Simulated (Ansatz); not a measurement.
The relaxed structure here is a generated cell of Cu: the first start was made by placing the elements on the sites of a structure type, and the end was not matched to a known phase here, so it may be hypothetical. Known forms of Cu include space group No. 225.

A relaxed structure of Cu. Method: PBE (plane waves to 420 eV, PAW, scalar-relativistic; Ansatz, a program for electronic structure).

```cif
data_Cu
_chemical_formula_sum 'Cu1'
_space_group_name_H-M_alt 'P 1'
_space_group_IT_number 1
_cell_length_a 2.40603
_cell_length_b 2.40603
_cell_length_c 2.40603
_cell_angle_alpha 90.000
_cell_angle_beta 90.000
_cell_angle_gamma 90.000
loop_
_space_group_symop_operation_xyz
  'x, y, z'
loop_
_atom_site_label
_atom_site_type_symbol
_atom_site_fract_x
_atom_site_fract_y
_atom_site_fract_z
_atom_site_occupancy
Cu1 Cu 0.00000 0.00000 0.00000 1
```

Problem. Find the space group and the Wyckoff positions (tolerance 0.01 Å).

Solution. Space group Pm-3m (No. 221); a = b = c = 2.406 Å, α = β = γ = 90.00°

```
atom  site  symmetry       x       y       z
----  ----  --------  ------  ------  ------
Cu      1a      m-3m  0.0000  0.0000  0.0000
```

This is the simple cubic type.

Problem. Give the shortest distances between elements (the closest pairs, up to four, under 3.6 Å).

Solution. Cu–Cu 2.41 Å.

The volume per atom comes out as 13.93 Å³ and the density is 7.58 g/cm³. The band gap comes out as no gap (metallic).

No spin polarisation in the result.

The run could not lose the symmetry of its start: the end is stationary, and may be a saddle point rather than a minimum.
